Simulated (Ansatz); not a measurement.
InP (zinc blende)

```
CELL_PARAMETERS angstrom
      0.00000     2.97977     2.97977
      2.97977     0.00000     2.97977
      2.97977     2.97977     0.00000
ATOMIC_POSITIONS crystal
  P  0.75000 0.75000 0.75000
  In 0.00000 0.00000 0.00000
```

Two coordinates are scanned: the volume, and the ratio of the stretch along z (the conventional c axis) to the stretch across it. Atoms keep their fractional coordinates.

Computed with PBE (plane waves to 420 eV, PAW, scalar-relativistic; Ansatz, a quantum-chemistry and plane-wave program). k mesh 10×10×10 (Γ-centred), Fermi-Dirac smearing 0.05 eV. Compression counts positive. InP was relaxed with its symmetry unable to fall.

At one point of the scan the stress tensor (GPa) is:

```
  -3.22     0.00     0.00
   0.00    -3.22     0.00
   0.00     0.00    -0.25
```

Problem. Which point is it?
(A) V/V₀ = 1.040, (c/a)/(c/a)₀ = 0.973
(B) V/V₀ = 1.040, (c/a)/(c/a)₀ = 0.920
(C) V/V₀ = 1.013, (c/a)/(c/a)₀ = 0.947
(D) V/V₀ = 1.027, (c/a)/(c/a)₀ = 0.973

Solution. B, V/V₀ = 1.040, (c/a)/(c/a)₀ = 0.920

(Under strain, the slope of the energy per volume gives the stress and its curvature an elastic modulus.)
